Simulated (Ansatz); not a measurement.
HfO₂ (fluorite)

```
CELL_PARAMETERS angstrom
      0.00000     2.54906     2.54906
      2.54906     0.00000     2.54906
      2.54906     2.54906     0.00000
ATOMIC_POSITIONS crystal
  Hf 0.00000 0.00000 0.00000
  O  0.25000 0.25000 0.25000
  O  0.75000 0.75000 0.75000
```

Two coordinates are scanned: the volume, and the ratio of the stretch along z (the conventional c axis) to the stretch across it. Atoms keep their fractional coordinates.

The numbers are results of PBE (plane waves to 420 eV, PAW, scalar-relativistic; Ansatz, a quantum-chemistry and plane-wave program), not measurements. k mesh 11×11×11 (Γ-centred), Fermi-Dirac smearing 0.05 eV. The energy includes the smearing's −TS. HfO2 is run without spin polarisation. HfO2 was relaxed with its symmetry unable to fall. Spin-orbit coupling is left out, though Hf is heavy. The PAW data are Ansatz's earlier set. This is a high-temperature form of HfO2.

Changes of ΔE (meV/atom) from the point V/V₀ = 1.000, (c/a)/(c/a)₀ = 1.000 when one coordinate moves alone (two changes are said to add if the coupling is within 5 % of the smaller one, nearly so within 20 %):

```json
[
 {"point": "V/V₀ = 1.000, (c/a)/(c/a)₀ = 0.920", "change": "71.75"},
 {"point": "V/V₀ = 1.000, (c/a)/(c/a)₀ = 0.960", "change": "17.21"},
 {"point": "V/V₀ = 0.920, (c/a)/(c/a)₀ = 1.000", "change": "62.75"},
 {"point": "V/V₀ = 0.960, (c/a)/(c/a)₀ = 1.000", "change": "14.59"},
 {"point": "V/V₀ = 1.040, (c/a)/(c/a)₀ = 1.000", "change": "12.66"},
 {"point": "V/V₀ = 1.080, (c/a)/(c/a)₀ = 1.000", "change": "47.45"},
 {"point": "V/V₀ = 1.000, (c/a)/(c/a)₀ = 1.040", "change": "15.98"},
 {"point": "V/V₀ = 1.000, (c/a)/(c/a)₀ = 1.080", "change": "61.88"}
]
```

Q: What is the change at V/V₀ = 0.920, (c/a)/(c/a)₀ = 1.040, where both move, and how far is it from the sum?

A: The sum of the single changes is 62.75 + (15.98) = 78.73; the calculation gives 79.01, so they add (within 5 % of the smaller single change).

Q: Do the two effects add at V/V₀ = 0.960, (c/a)/(c/a)₀ = 1.040? Give the computed change.

A: The sum of the single changes is 14.59 + (15.98) = 30.57; the calculation gives 30.70, so they add (within 5 % of the smaller single change).

Q: Do the two effects add at V/V₀ = 0.960, (c/a)/(c/a)₀ = 0.920? Give the computed change.

A: The sum of the single changes is 14.59 + (71.75) = 86.34; the calculation gives 87.25, so the coupling contributes 0.91 (under 20 % of the smaller single change, nearly additive).

(A scan under strain: stresses follow from slopes of the energy per volume, elastic moduli from its curvatures.)
